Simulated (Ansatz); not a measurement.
CrSeTe as a Janus 2H monolayer at its r2SCAN geometry, run in the plane-wave code Ansatz at 4 levels of theory. No magnetic order. The prototype was imposed, so other structures may be more stable.

The LDA input:
```yaml
crystal:
  lattice:
    - [3.3515375531, 0.0, 0.0]
    - [-1.6757687765, 2.9025166627, 0.0]
    - [0.0, 0.0, 30.7528300408]
  atoms:
    - { symbol: Cr, position: [0.3333333333, 0.6666666667, 0.2954920676] }
    - { symbol: Se, position: [0.6666666667, 0.3333333333, 0.3438641267] }
    - { symbol: Te, position: [0.6666666667, 0.3333333333, 0.2386117834] }
  periodic: [true, true, false]
kpoints:
  mp_grid: { grid: [12, 12, 1] }
  band_path:
    path: [[0.0, 0.0, 0.0], [0.5, 0.0, 0.0], [0.3333333333, 0.3333333333, 0.0]]
    npoints: 1
hamiltonian:
  xc: lda
scf:
  occupations: { method: fixed }
  n_extra_bands: 4
output:
  forces: true
  stress: true
  eigenvalues: true
```

Main results, then, where recorded, the levels near the gap in eV from the Fermi energy (columns number the bands from 0), one row a point of the path (Γ, M, K):
```
Crystal: 3 atoms, lattice volume = 299.160 Å³
Symmetry: 6 space group operations
Space group: P3m1 (ITA 156)
```
```
Basis set: ecut = 420 eV, 5923 PW (Γ)
Bands: 27, of which v1, the nominal top of the filled ones, is band 23 counted from 1 (22 counted from 0)
k-points: 19 of 144 (time reversal used)
Free energy (F): -15534.182098 eV
Fermi energy:    -5.306629 eV
--- Forces (eV/Å), atoms counted from 1 ---
  atom   1  Cr      0.00000      0.00000      0.01165
  atom   2  Se      0.00000      0.00000    -0.39913
  atom   3  Te      0.00000      0.00000      0.38750
--- 2D stress c σ (N/m, compression-positive) ---
       -3.881184       0.000000       0.000000
        0.000000      -3.881184       0.000000
        0.000000       0.000000       0.000000
  P = ½ c Tr σ = -3.8812 N/m
```
```tsv
band_20	band_21	band_22	band_23	band_24	band_25
-0.716	-0.716	0.000	2.613	2.613	3.500
-1.416	-0.604	-0.601	0.823	0.978	2.623
-3.099	-1.373	-0.090	0.549	1.454	1.605
```

LDA gives an indirect gap of 0.55 eV, from Γ to K; the least direct gap is 0.64 eV at K.

**Question.** Another run on the same cell gave
```
Basis set: ecut = 420 eV, 5923 PW (Γ)
Bands: 54, of which v1, the nominal top of the filled ones, is band 46 counted from 1 (45 counted from 0)
k-points: 19 of 144 (time reversal used)
Free energy (F): -15830.522216 eV
Fermi energy:    -4.728537 eV
--- Forces (eV/Å), atoms counted from 1 ---
  atom   1  Cr      0.00000      0.00000      0.01585
  atom   2  Se      0.00000      0.00000      0.27123
  atom   3  Te      0.00000      0.00000    -0.28706
--- 2D stress c σ (N/m, compression-positive) ---
        0.525801       0.000000       0.000000
        0.000000       0.525801       0.000000
        0.000000       0.000000       0.000000
  P = ½ c Tr σ = 0.5258 N/m
```
```tsv
band_40	band_41	band_42	band_43	band_44	band_45	band_46	band_47	band_48	band_49	band_50	band_51
-1.076	-1.076	-0.948	-0.948	-0.291	-0.291	2.190	2.190	2.432	2.432	2.834	2.834
-1.774	-1.774	-0.927	-0.927	-0.875	-0.875	0.533	0.533	0.697	0.697	2.331	2.331
-3.424	-3.360	-1.695	-1.685	-0.423	-0.321	0.259	0.278	1.137	1.187	1.285	1.341
```
Which level of theory and mesh gave it?

**Answer.** It is PBE+SOC, with spin-orbit coupling since the bands come doubled, on 12×12×1; the blocks that differ from the first input, but for the band path:
```yaml
hamiltonian:
  xc: pbe
scf:
  occupations: { method: fermi_dirac, width: 0.02 }
  n_extra_bands: 8
magnetization:
  noncollinear: true
  spin_orbit: true
```
The PBE+SOC gap is indirect, 0.54 eV (Γ–M (0.17 of the way from Γ) to K), below the direct gap of 0.58 eV at K. With the atoms held, the mean in-plane stress is +0.53 N/m (compression positive).

r2SCAN. Against the first input these blocks differ (the band path and keys that only write files left aside):
```yaml
hamiltonian:
  xc: r2scan
```

```
Basis set: ecut = 500 eV, 7493 PW (Γ)
Bands: 27, of which v1, the nominal top of the filled ones, is band 23 counted from 1 (22 counted from 0)
k-points: 19 of 144 (time reversal used)
Free energy (F): -15856.127057 eV
Fermi energy:    -5.181465 eV
--- Forces (eV/Å), atoms counted from 1 ---
  atom   1  Cr      0.00000      0.00000    -0.00221
  atom   2  Se      0.00000      0.00000      0.00130
  atom   3  Te      0.00000      0.00000      0.00088
--- 2D stress c σ (N/m, compression-positive) ---
       -0.004592       0.000000       0.000000
        0.000000      -0.004592       0.000000
        0.000000       0.000000       0.000000
  P = ½ c Tr σ = -0.0046 N/m
```
```tsv
band_20	band_21	band_22	band_23	band_24	band_25
-0.794	-0.794	0.000	2.675	2.675	3.634
-1.577	-0.768	-0.618	0.858	1.040	2.761
-3.381	-1.539	-0.072	0.599	1.527	1.655
```

The r2SCAN gap is indirect, 0.60 eV (Γ to K), below the direct gap of 0.67 eV at K. The mean stress is close to zero (0.00 N/m).

HSE06+SOC. Against the first input these blocks differ (the band path and keys that only write files left aside):
```yaml
kpoints:
  mp_grid: { grid: [6, 6, 1] }
hamiltonian:
  xc: hse06
scf:
  occupations: { method: fermi_dirac, width: 0.02 }
  n_extra_bands: 8
magnetization:
  noncollinear: true
  spin_orbit: true
output:
  eigenvalues: true
```

```
Basis set: ecut = 420 eV, 5923 PW (Γ)
Bands: 54, of which v1, the nominal top of the filled ones, is band 46 counted from 1 (45 counted from 0)
k-points: 7 of 36 (time reversal used)
Exchange kernel: α = 0.2500, screened, ω = 0.2079 Å⁻¹, Wigner–Seitz truncation, v(0) = 1045.4995 eV·Å³, q-mesh 6×6×1
hybrid outer 1: dexx = +1.806e-2 eV, tail = 1.52e-4 eV
hybrid outer 2: dexx = +3.850e-6 eV, tail = 1.54e-7 eV, Δε = 6.54e-3 eV
Free energy (F): -15828.067912 eV
Fermi energy:    -4.894111 eV
```
```tsv
band_40	band_41	band_42	band_43	band_44	band_45	band_46	band_47	band_48	band_49	band_50	band_51
-1.469	-1.469	-1.323	-1.323	-0.566	-0.566	2.691	2.691	2.948	2.948	3.306	3.306
-2.262	-2.262	-1.292	-1.292	-1.204	-1.204	0.789	0.789	1.049	1.049	2.840	2.840
-4.083	-3.993	-2.213	-2.188	-0.709	-0.408	0.409	0.468	1.479	1.533	1.637	1.867
```

With HSE06+SOC the gap is 0.82 eV and direct, at K.

Small level splittings and stresses of the hybrids carry the error of their coarser meshes.

Totals of different functionals, or with and without spin-orbit coupling, can't be compared.

Only the levels marked +SOC include spin-orbit coupling.

For some runs the program warns that the potential is rough where the density is thin, which bears on empty states near the vacuum.
